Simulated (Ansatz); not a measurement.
NiGe:
```xyz
8
Lattice="5.3773 0.0000 0.0000 0.0000 3.4972 0.0000 0.0000 0.0000 5.8402" Properties=species:S:1:pos:R:3 pbc="T T T"
Ni     2.7198     0.8743     4.0351
Ni     2.6575     2.6229     1.8051
Ni     5.3461     2.6229     1.1150
Ni     0.0312     0.8743     4.7252
Ge     3.7116     0.8743     0.5159
Ge     1.6657     2.6229     5.3243
Ge     4.3544     2.6229     3.4360
Ge     1.0229     0.8743     2.4042
```

Relaxed with PBE. Special points in fractions of this cell's reciprocal vectors: Γ (0.000, 0.000, 0.000); X (0.500, 0.000, 0.000); S (0.500, 0.500, 0.000); Y (0.000, 0.500, 0.000); Z (0.000, 0.000, 0.500); U (0.500, 0.000, 0.500); R (0.500, 0.500, 0.500); T (0.000, 0.500, 0.500).

### Question
List the band energies nearest the Fermi level at these points for DFT-PBE in the program Ansatz with PAW potentials.

### Answer
In eV from the Fermi level; about four levels below and three above (degenerate sets whole), none deeper than 8.9 eV; points with the same levels are listed once.

```tsv
k	below	above
Γ	-1.63 -1.06 -0.93 -0.80	0.61 0.81 3.76
X	-1.63 -1.63 -1.54 -1.54	0.74 0.74 1.43 1.43
S	-1.34 -1.34 -1.34 -1.34	0.26 0.26 0.26 0.26
Y	-1.22 -1.22 -0.50 -0.50	1.93 1.93 2.11 2.11
Z	-1.20 -1.20 -0.19 -0.19	1.03 1.03 2.50 2.50
U	-1.73 -1.73 -0.91 -0.91	0.71 0.71 2.41 2.41
R	-1.52 -1.52 -1.52 -1.52	2.40 2.40 2.40 2.40
T	-1.61 -1.61 -1.47 -1.47	0.40 0.40 0.62 0.62
```

Space group Pnma. The cell was relaxed with PBE under the symmetry of its start. The run is not spin-polarised. Scalar-relativistic: spin–orbit coupling is off unless named, which matters more the heavier the elements.

Potentials: the later of the program's two PAW sets.
